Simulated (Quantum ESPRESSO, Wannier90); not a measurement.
## Wannierisation of CaIn (CsCl type)

```
begin unit_cell_cart
ang
    3.8433700000    0.0000000000    0.0000000000
    0.0000000000    3.8433700000    0.0000000000
    0.0000000000    0.0000000000    3.8433700000
end unit_cell_cart
begin atoms_frac
Ca   0.0000000000  0.0000000000  0.0000000000
In   0.5000000000  0.5000000000  0.5000000000
end atoms_frac
```

Structure: Materials Project mp-20263, symmetrised, not relaxed again. Not found in the COD (Crystallography Open Database) copy used; not checked further. Level: PBEsol, no spin polarisation, no spin-orbit coupling; pw.x of Quantum ESPRESSO at 56 Ry with PseudoDojo potentials, 8×8×8 k-points, Wannier90. Density: 12×12×12 mesh, cold smearing 0.01 Ry. Spin-orbit coupling is left out although heavy elements are present.

A tight-binding model is made by disentanglement and projection with no localisation steps (num_iter = 0), so the 13 orbitals stay atom-like: hydrogen-like Ca: s;p;d; In: s;p, axes along x, y, z; frozen window up to 1.50 eV relative to the Fermi level. It follows pw.x to 5.9 meV rms for states up to 1.0 eV relative to the Fermi level. Matrix elements depend on this choice of orbitals and windows.

Task: What are the on-site energies relative to the Fermi level, and how fast do the hoppings decay?

Result: 
```csv
atom,orbitals,energy (eV)
Ca1,s,3.74
Ca1,pz px py,7.60
Ca1,dz2 dx2-y2,3.51
Ca1,dxz dyz dxy,3.72
In2,s,-2.52
In2,pz px py,4.14
```

```json
[
 {"distance of the centres (Å)": "3–4", "largest modulus (eV)": "1.4"},
 {"distance of the centres (Å)": "5–6", "largest modulus (eV)": "0.18"},
 {"distance of the centres (Å)": "6–7", "largest modulus (eV)": "0.16"},
 {"distance of the centres (Å)": "7–8", "largest modulus (eV)": "0.057"},
 {"distance of the centres (Å)": "8–9", "largest modulus (eV)": "0.021"},
 {"distance of the centres (Å)": "9–10", "largest modulus (eV)": "0.035"},
 {"distance of the centres (Å)": "10–11", "largest modulus (eV)": "0.0084"},
 {"distance of the centres (Å)": "11–12", "largest modulus (eV)": "0.010"},
 {"distance of the centres (Å)": "12–13", "largest modulus (eV)": "0.0057"}
]
```
